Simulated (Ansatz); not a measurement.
ZnGeAs2:
```
CELL_PARAMETERS angstrom
     -2.83651     2.83651     5.60022
      2.83651    -2.83651     5.60022
      2.83651     2.83651    -5.60022
ATOMIC_POSITIONS crystal
  As 0.37500 0.37603 0.50103
  As 0.62397 0.12500 0.99897
  As 0.87500 0.87397 0.49897
  As 0.12603 0.62500 0.00103
  Ge 0.50000 0.50000 0.00000
  Ge 0.25000 0.75000 0.50000
  Zn 0.00000 0.00000 0.00000
  Zn 0.75000 0.25000 0.50000
```

Relaxed with r²SCAN. Special points in fractions of this cell's reciprocal vectors: Γ (0.000, 0.000, 0.000); X (0.000, 0.000, 0.500); P (0.250, 0.250, 0.250); N (0.000, 0.500, 0.000); M (0.500, 0.500, -0.500); S (0.314, 0.686, -0.314); S0 (-0.314, 0.314, 0.314); R (-0.128, 0.128, 0.500); G (0.500, 0.500, -0.128).

List the band energies nearest the valence-band maximum at these points for plane-wave PAW r²SCAN with spin–orbit coupling (Ansatz code).

In eV from the valence-band maximum; about four levels below and three above (degenerate sets whole), none deeper than 8.9 eV; points with the same levels are listed once.

```csv
k,below,above
Γ,-0.06 -0.06 0.00 0.00,0.53 0.53 1.42 1.42
X,-0.91 -0.91 -0.88 -0.88,0.81 0.81 0.84 0.84
P,-1.27 -1.27 -1.27 -1.23,1.48 1.54 1.54
N,-1.75 -1.75 -1.12 -1.12,2.19 2.19 2.40 2.40
M,-1.50 -1.50 -1.50 -1.50,1.20 1.20 1.20 1.20
S,-1.35 -1.35 -1.01 -0.99,1.37 1.39 2.33
R,-1.29 -1.29 -1.21 -1.21,1.23 1.23 1.26 1.26
```

Space group I-42d (chalcopyrite). The workflow started from an entry of the Crystallography Open Database (COD). Its standing as an ambient phase is unchecked. The r²SCAN relaxation kept the symmetry of its start; whether a distortion lowers the energy is not shown.

Potentials: the later of the program's two PAW sets.
